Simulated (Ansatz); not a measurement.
# Data sheet: SiGe3 (DFT)

SiGe3:
```yaml
crystal:
  lattice:
    - [3.96749, 0.00000, 0.00000]
    - [0.00000, 3.96749, 0.00000]
    - [0.00000, 0.00000, 5.60115]
  atoms:
    - { symbol: Si, position: [0.00000, 0.00000, 0.00000] }
    - { symbol: Ge, position: [0.50000, 0.00000, 0.24431] }
    - { symbol: Ge, position: [0.50000, 0.50000, 0.50000] }
    - { symbol: Ge, position: [0.00000, 0.50000, 0.75569] }
```

Space group P-4m2 (No. 115); conventional cell a = b = 3.967 Å, c = 5.601 Å, α = β = γ = 90.00°.

Method: plane-wave PAW r²SCAN (Ansatz code). The cell and atoms are relaxed at this level. Other levels are named where they apply.

Cell and energy:

- Volume per atom: 22.04 Å³
- Density: 4.63 g/cm³
- Formation energy from the elements (no fitted shifts): 0.008 eV/atom

Electronic structure:

- Band gap: 0.56 eV (indirect)
- Valence-band maximum: at Γ
- Conduction-band minimum: at R (2 equivalent valleys)
- Smallest direct gap on the standard path: 0.87 eV
- Electron effective mass: 0.079, 0.11, 0.23 mₑ (principal values)
- Electron effective mass with spin–orbit coupling: 0.079, 0.11, 0.23 mₑ (principal values)
- Hole effective mass, band 1 of 2 at the edge: 1.7 along x, 0.22 along z (mₑ)
- Hole effective mass, band 2 of 2 at the edge: 0.045 along x, 0.22 along z (mₑ)
- Hole effective mass with spin–orbit coupling: 0.086, 0.10, 0.21 mₑ (principal values)
- HSE06 gap on the r²SCAN cell: 0.93 eV
- Gap with spin–orbit coupling: 0.49 eV

Mechanics:

- Bulk modulus (Birch–Murnaghan fit) = 77.9 GPa
- Pressure derivative B′ = 4.6
- Elastic constants (relaxed ions, GPa) = C11 = 166, C12 = 20.6, C13 = 48.2, C33 = 137, C44 = 71.9, C66 = 45.0
- Mechanical stability = stable (all eigenvalues of C positive)
- Hill bulk and shear moduli = 78.1 and 59.6 GPa
- Young's modulus = 143 GPa
- Poisson's ratio = 0.20
- Debye temperature from the elastic constants = 420 K

Charges:

- Bader charges = Si +0.33, Ge -0.17 to 0.00 e

The start of the workflow was typed in or built on a structure type; neither database checked (COD, Materials Project) lists it. Its standing as an ambient phase is unchecked. The r²SCAN relaxation kept the symmetry of its start; its stability against distortions is not shown here. The references are the lowest solids computed at this level, not always the standard phases. Scalar-relativistic: spin–orbit coupling is off unless named, which matters more the heavier the elements.

Potentials: the later of the program's two PAW sets.
